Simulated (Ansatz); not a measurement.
**BaTl2: do energies and stresses tell the same story?**

Level of theory: DFT r2SCAN, scalar-relativistic, plane waves, PAW in Ansatz 0.2.0.

Plane waves to 500 eV, a k mesh through Γ of 9×9×4 on the computed 6-atom cell and Gaussian smearing (0.10 eV); no spin polarisation.

Relaxed cell: P6_3/mmc, a = 5.289 Å, b = 5.289 Å, c = 8.570 Å, α = 90.00°, β = 90.00°, γ = 120.00°, 6 atoms in the primitive cell. Whether it is the stable form of this composition wasn't checked.

Energies at zero smearing and pressures from the stress tensor, at volumes with shape and atoms relaxed:
| V (Å³/atom) | E − E(first) (meV/atom) | P (GPa) |
| --- | --- | --- |
| 32.529 | 0.00 | 2.10 |
| 33.567 | -9.80 | 0.95 |
| 34.605 | -12.75 | 0.01 |
| 35.643 | -9.98 | -0.80 |
| 36.681 | -2.54 | -1.45 |

Q: Check P = −dE/dV between neighbouring volumes, and get the bulk modulus from the pressures alone.

A: With 1 eV/Å³ = 160.2 GPa:
```
middle V (Å³/atom)  −ΔE/ΔV (GPa) mean P (GPa)
            33.048         1.512         1.528
            34.086         0.455         0.480
            35.124        -0.427        -0.395
            36.162        -1.147        -1.122
```

The two differ by 0.03 GPa at most. The mean of two end pressures misses the average over a step by about ΔV² P″/12, up to 0.02 GPa here; with that taken off 0.02 GPa remains. Around V = 34.605 Å³/atom, the two neighbours give B = −V ΔP/ΔV = 34.605 × 1.75 / 2.076 = 29.2 GPa, against B0 = 29.2 GPa from the Birch–Murnaghan fit of the energies.

Spin–orbit coupling is left out, which can shift energies with elements as heavy as these.